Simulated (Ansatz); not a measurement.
A geometry of MgAu away from equilibrium: step 5 of the relaxation of a randomly generated symmetric cell of MgAu (space group No. 129). The numbers are results of PBEsol (plane waves to 420 eV, PAW, scalar-relativistic; Ansatz, a program for electronic structure), not measurements. Γ-centred k-mesh 7×7×10 on the run's cell (coarser than for final values), Fermi–Dirac smearing 0.05 eV. The plane waves were selected for a different cell earlier on the path.

```yaml
crystal:
  lattice:
    - [4.84487, 0.00000, 0.00000]
    - [0.00000, 4.84487, 0.00000]
    - [0.00000, 0.00000, 3.12174]
  atoms:
    - { symbol: Au, position: [0.50000, 0.00000, 0.91887] }
    - { symbol: Au, position: [0.00000, 0.50000, 0.08113] }
    - { symbol: Mg, position: [0.00000, 0.00000, 0.50000] }
    - { symbol: Mg, position: [0.50000, 0.50000, 0.50000] }
```

Question: Give the Cartesian forces on all atoms (eV/Å).

Answer: 
| atom | Fx | Fy | Fz |
|---|---|---|---|
| Au1 | 0.00 | 0.00 | 0.76 |
| Au2 | 0.00 | 0.00 | -0.76 |
| Mg3 | 0.00 | 0.00 | 0.00 |
| Mg4 | 0.00 | 0.00 | 0.00 |

The path ends in Pm-3m (No. 221) (CsCl type). No spin polarisation in the result.

The run could not lose the symmetry of its start.
